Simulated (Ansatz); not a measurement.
## Lattice vibrations of BN at Γ at 5 GPa

The calculation used DFT LDA, scalar-relativistic, plane waves, PAW (Ansatz). Cutoff 420 eV, 12×12×4 k-points (Γ-centred), fixed occupations. No spin polarisation. Phonons by linear response, acoustic sum rule imposed.

The cell, relaxed at 5 GPa:
```
B N
1.0
     2.48006    0.00000    0.00000
    -1.24003    2.14780    0.00000
     0.00000    0.00000    5.89091
B N
2 2
Direct
  0.33333 0.66667 0.25000
  0.66667 0.33333 0.75000
  0.33333 0.66667 0.75000
  0.66667 0.33333 0.25000
```

The crystal is built of layers and no dispersion correction was added, so the binding between them is poorly described, and with it their spacing and whatever depends on it.

Optical modes at Γ (transverse, no macroscopic field); i marks an imaginary frequency:
```json
{"frequency (THz)": "2.41", "degeneracy": "2", "IR intensity of the level ((D/Å)²/amu)": "0.00"}
{"frequency (THz)": "5.96", "degeneracy": "1", "IR intensity of the level ((D/Å)²/amu)": "0.00"}
{"frequency (THz)": "21.06", "degeneracy": "1", "IR intensity of the level ((D/Å)²/amu)": "9.27"}
{"frequency (THz)": "24.14", "degeneracy": "1", "IR intensity of the level ((D/Å)²/amu)": "0.00"}
{"frequency (THz)": "42.05", "degeneracy": "2", "IR intensity of the level ((D/Å)²/amu)": "111.61"}
{"frequency (THz)": "42.10", "degeneracy": "2", "IR intensity of the level ((D/Å)²/amu)": "0.00"}
```

All 9 optical modes at Γ are real: no displacement of atoms at fixed cell lowers the energy to second order. Strains and modes at other wave vectors aren't tested by this run.

| Quantity | Value |
| --- | --- |
| Electronic dielectric constant ε∞ (principal values) | 3.51, 5.21, 5.21 |
| Static dielectric constant ε0 (principal values) | 4.8, 7.1, 7.1 |
| Refractive index √ε∞, mean | 2.15 |
| Kohn–Sham gap on the mesh | 3.94 eV |
| Cost | 50 s on 1 thread of Intel(R) Xeon(R) Platinum 8488C (Sapphire Rapids) (shared host), peak memory 0.59 GiB |

Born effective charges (e):
| atom | Z*xx | Z*yy | Z*zz | mean |
| --- | --- | --- | --- | --- |
| B (atom 1) | 2.72 | 2.72 | 1.11 | 2.18 |
| N (atom 3) | -2.72 | -2.72 | -1.11 | -2.18 |